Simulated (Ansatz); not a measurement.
TiYS₂ in space group P-3m1 (No. 164; S on 2d, Ti on 1a, Y on 1b) at seven volumes, the program Ansatz at the r²SCAN+D4 level (PAW), shape and atoms relaxed at each. One row is withheld.

```json
[
 {"V (Å³/atom)": "16.450", "P (GPa)": "?"},
 {"V (Å³/atom)": "16.992", "P (GPa)": "7.56"},
 {"V (Å³/atom)": "17.534", "P (GPa)": "3.49"},
 {"V (Å³/atom)": "18.077", "P (GPa)": "0.01"},
 {"V (Å³/atom)": "18.619", "P (GPa)": "-2.96"},
 {"V (Å³/atom)": "19.161", "P (GPa)": "-5.52"},
 {"V (Å³/atom)": "19.704", "P (GPa)": "-7.65"}
]
```

Problem. Fit the shown pressures and predict the withheld one.

Solution. P = (3/2)B₀(x^(7/2) − x^(5/2))[1 + (3/4)(B′ − 4)(x − 1)] with x = (V₀/V)^(2/3). Least squares on the six rows gives V₀ = 18.078 Å³/atom, B₀ = 107 GPa, B′ = 4.29. At V = 16.450, x = 1.0649 and P = 12.37 GPa. The run itself gave 12.33 GPa.

A made-up cell: these elements were put on the sites of a structure type; neither database checked (COD, Materials Project) lists it. Whether it is the stable phase at ambient conditions was not checked. Symmetry was held in the r²SCAN+D4 relaxation; whether a distortion lowers the energy is not shown. No spin polarisation was allowed.

Potentials: the later of the program's two PAW sets.
